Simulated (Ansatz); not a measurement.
**Ansatz run, Cs$_{2}$AgBiBr$_{6}$**

input.yaml (Ansatz 0.2.0)

```yaml
crystal:
  lattice:
    - [0.0, 5.669074, 5.669074]
    - [5.669074, 0.0, 5.669074]
    - [5.669074, 5.669074, 0.0]
  atoms:
    - { symbol: Bi, position: [0.0, 0.0, 0.0] }
    - { symbol: Ag, position: [0.5, 0.5, 0.5] }
    - { symbol: Cs, position: [0.25, 0.25, 0.25] }
    - { symbol: Cs, position: [0.75, 0.75, 0.75] }
    - { symbol: Br, position: [0.25055, 0.74945, 0.25055] }
    - { symbol: Br, position: [0.25055, 0.74945, 0.74945] }
    - { symbol: Br, position: [0.74945, 0.25055, 0.74945] }
    - { symbol: Br, position: [0.74945, 0.25055, 0.25055] }
    - { symbol: Br, position: [0.25055, 0.25055, 0.74945] }
    - { symbol: Br, position: [0.74945, 0.74945, 0.25055] }
  symmetry: { tolerance: 0.0003 }
kpoints:
  mp_grid: { grid: [4, 4, 4], shift: [0, 0, 0] }
  band_path:
    path:
      - [0.0, 0.0, 0.0]
      - [0.5, 0.0, 0.5]
      - [0.625, 0.25, 0.625]
      - [0.375, 0.375, 0.75]
      - [0.0, 0.0, 0.0]
      - [0.5, 0.5, 0.5]
      - [0.5, 0.25, 0.75]
      - [0.5, 0.0, 0.5]
    npoints: 8
magnetization:
  spin_polarized: false
scf:
  occupations: { method: fermi_dirac }
  lower_state_search: "off"
  max_iter: 200
hamiltonian:
  pseudopotentials: { kind: paw }
  xc: pbe
basis:
  ecutwfc: 420
  fft_grid_basis: typed
output:
  forces: true
  stress: true
  eigenvalues: true
  bader: true
  populations: true
  elf: true
  write_potential: true
  volumetric_format: npy
  dos:
    e_range: [-12, 8]
    de: 0.05
    projected: { site_lists: { Ag: [Ag], Bi: [Bi], Br: [Br], Cs: [Cs] } }
checkpoint:
  read: saved_state
```

The run starts from an earlier solution of this cell. 

Parts of the output:

```
Pseudopotentials: kind: paw
Pseudopotential: Bi, paw, valence charge 15, recommended cutoff 420 eV (normal), Bi.paw.azcp
Pseudopotential: Ag, paw, valence charge 19, recommended cutoff 420 eV (normal), Ag.paw.azcp
Pseudopotential: Cs, paw, valence charge 9, recommended cutoff 420 eV (normal), Cs.paw.azcp
Pseudopotential: Br, paw, valence charge 7, recommended cutoff 420 eV (normal), Br.paw.azcp
Functional definition: PBE
  exchange = pbe_x(kappa = kappa, mu = beta*pi^2/3)
  correlation = pbe_c(beta = beta)
Crystal: 10 atoms, lattice volume = 364.390 Å³
Basis set: ecut = 420 eV, 7119 PW (Γ), exchange–correlation on 108×108×108 points (8 copies of the dense FFT grid, shifted against one another)
Bands: 57, of which v1, the nominal top of the filled ones, is band 47 counted from 1 (46 counted from 0)
Symmetry: 48 space group operations
Space group: Fm-3m (ITA 225), of the structure as read, at distance tolerance 2.1e-3 Å
k-points: 8 of 64
Initial density: read from a saved state, or passed on in memory by an earlier SCF of this step, an earlier step, the calling program or the single point that the run made first
Functional: x = pbe(κ = 0.804, μ = 0.2195), c = pbe(β = 0.0667)
SCF iter   1: F=—  Δρ=2.61e-4  dr2=3.65e-4
SCF iter   2: F=—  Δρ=1.18e-4  dr2=6.81e-5
SCF iter   3: F=—  Δρ=5.43e-5  dr2=2.04e-5
SCF iter   4: F=—  Δρ=1.91e-5  dr2=2.81e-6
SCF iter   5: F=—  Δρ=6.25e-6  dr2=1.57e-7
SCF iter   6: F=-48039.1255 eV  Δρ=1.77e-6  dr2=1.49e-8
Free energy (F): -48039.1255 eV
Harris-Foulkes:  -48039.1255 eV  (|F-HF|=1.45e-8)
Internal energy: -48039.1251 eV  (E = F + TS)
E sigma→0 (E₀):  -48039.1253 eV
Entropy (-TS):   -0.0004 eV (-0.035 meV/atom)
Fermi energy:    4.7364 eV
--- Stress (GPa, compression-positive) ---
        1.0190       0.0000       0.0000
        0.0000       1.0190       0.0000
        0.0000       0.0000       1.0190
  P = ⅓ Tr σ = 1.0190 GPa (10.190 kbar)
--- Löwdin populations: 10 sites ---
  site symbol       q [e]
     0     Bi     14.1140
     1     Ag     18.4345
     2     Cs      8.2748
     3     Cs      8.2748
     4     Br      7.4290
     5     Br      7.4290
     6     Br      7.4290
     7     Br      7.4290
     8     Br      7.4290
     9     Br      7.4290
  spilling = 0.0035 (of n_electrons = 94.0000)
```

Total energies depend on the potentials used, so only differences within one code and one set of settings carry meaning.

Origin: a database entry at a rescaled volume.
